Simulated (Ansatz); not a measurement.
## CsBe3Cu2: relaxation (Ansatz)

The command:

```bash
ansatz run input.yaml --threads 2 --pin off --max-ram 3584MiB --backend cpu --events-out ev --progress --plain --runs-dir out
```

The input file (Ansatz 0.2.0, plane waves):

```yaml
crystal:
  lattice:
    - [4.118841, 5.152202, 0.0]
    - [4.118841, -5.152202, 0.0]
    - [0.0, 0.0, -4.851202]
  atoms:
    - { symbol: Cs, position: [0.678, 0.322, 0.75] }
    - { symbol: Cs, position: [0.322, 0.678, 0.25] }
    - { symbol: Cu, position: [0.844, 0.844, 0.0] }
    - { symbol: Cu, position: [0.156, 0.156, 0.5] }
    - { symbol: Cu, position: [0.156, 0.156, 0.0] }
    - { symbol: Cu, position: [0.844, 0.844, 0.5] }
    - { symbol: Be, position: [0.1181, 0.8819, 0.75] }
    - { symbol: Be, position: [0.8819, 0.1181, 0.25] }
    - { symbol: Be, position: [0.596, 0.8332, 0.75] }
    - { symbol: Be, position: [0.404, 0.1668, 0.25] }
    - { symbol: Be, position: [0.8332, 0.596, 0.25] }
    - { symbol: Be, position: [0.1668, 0.404, 0.75] }
  symmetry: { tolerance: 0.0003 }
kpoints:
  mp_grid: { grid: [4, 4, 5], shift: [0, 0, 0] }
magnetization:
  spin_polarized: false
scf:
  occupations: { method: fermi_dirac }
  lower_state_search: "off"
hamiltonian:
  pseudopotentials: { kind: paw }
  xc: pbe
basis:
  ecutwfc: 420
  fft_grid_basis: typed
relax:
  max_steps: 80
  f_tol: 0.03
output:
  forces: true
  stress: true
  eigenvalues: true
  bader: true
  populations: true
  elf: true
  write_potential: true
  volumetric_format: npy
  dos:
    e_range: [-12, 8]
    de: 0.05
    projected: { site_lists: { Be: [Be], Cs: [Cs], Cu: [Cu] } }
checkpoint:
  read: saved_state
```

Origin of the cell: a known structure type with other elements, at an estimated volume, so it need not be a known compound.

The smearing width isn't typed, so it takes its default of 0.1 eV.

The saved state is a converged single point of the same cell.

Steps:

```json
{"step": "1", "ΔF (meV/atom)": "0.0", "max force component (eV/Å)": "1.209", "SCF iterations": "7", "step was": "accepted"}
{"step": "2", "ΔF (meV/atom)": "-49.1", "max force component (eV/Å)": "1.181", "SCF iterations": "6", "step was": "accepted"}
{"step": "3", "ΔF (meV/atom)": "-144.3", "max force component (eV/Å)": "0.856", "SCF iterations": "7", "step was": "accepted"}
{"step": "4", "ΔF (meV/atom)": "-203.1", "max force component (eV/Å)": "0.529", "SCF iterations": "6", "step was": "accepted"}
{"step": "5", "ΔF (meV/atom)": "-231.5", "max force component (eV/Å)": "0.230", "SCF iterations": "6", "step was": "accepted"}
{"step": "6", "ΔF (meV/atom)": "-235.0", "max force component (eV/Å)": "0.123", "SCF iterations": "7", "step was": "accepted"}
{"step": "7", "ΔF (meV/atom)": "-235.4", "max force component (eV/Å)": "0.024", "SCF iterations": "6", "step was": "accepted"}
{"step": "8", "ΔF (meV/atom)": "-235.4", "max force component (eV/Å)": "0.024", "SCF iterations": "6", "step was": "accepted"}
```

Before:

Space group Cmcm (No. 63); the run's cell has a = 6.596 Å, b = 6.596 Å, c = 4.851 Å, α = 90.00°, β = 90.00°, γ = 102.72°. Shortest distances: Be–Cu 2.03 Å, Cu–Cu 2.43 Å, Be–Cs 3.06 Å, Be–Be 3.24 Å, Cs–Cu 3.59 Å.

The relaxed structure.

Space group Cmcm (No. 63); the run's cell has a = 6.596 Å, b = 6.596 Å, c = 4.851 Å, α = 90.00°, β = 90.00°, γ = 102.72°. Shortest distances: Be–Cu 2.38 Å, Cu–Cu 2.43 Å, Be–Be 2.54 Å, Be–Cs 2.92 Å, Cs–Cu 3.36 Å, Cs–Cs 3.44 Å.

```yaml
crystal:
  lattice:
    - [4.11884, 5.15220, 0.00000]
    - [4.11884, -5.15220, 0.00000]
    - [0.00000, 0.00000, -4.85120]
  atoms:
    - { symbol: Cs, position: [0.61823, 0.38177, 0.75000] }
    - { symbol: Cs, position: [0.38177, 0.61823, 0.25000] }
    - { symbol: Cu, position: [0.85049, 0.85049, 0.00000] }
    - { symbol: Cu, position: [0.14951, 0.14951, 0.50000] }
    - { symbol: Cu, position: [0.14951, 0.14951, 0.00000] }
    - { symbol: Cu, position: [0.85049, 0.85049, 0.50000] }
    - { symbol: Be, position: [0.15916, 0.84084, 0.75000] }
    - { symbol: Be, position: [0.84084, 0.15916, 0.25000] }
    - { symbol: Be, position: [0.55347, 0.92890, 0.75000] }
    - { symbol: Be, position: [0.44653, 0.07110, 0.25000] }
    - { symbol: Be, position: [0.92890, 0.55347, 0.25000] }
    - { symbol: Be, position: [0.07110, 0.44653, 0.75000] }
```

```
Free energy lowered by  : 235.4 meV/atom
Final pressure          : -1.07 GPa
Relaxation steps listed : 8
Gap on the mesh         : none (metal)
```

Caveats: no moments, though an odd count or open d shells may carry them; the SCF threshold is looser than advised for a stress; the relaxation held the start's symmetry, so the end may be a saddle point.

The run took 80 s on 2 threads of AMD EPYC 9R45 96-Core Processor (Zen 5), with other jobs on the host, peak memory 0.81 GiB, from a saved density.
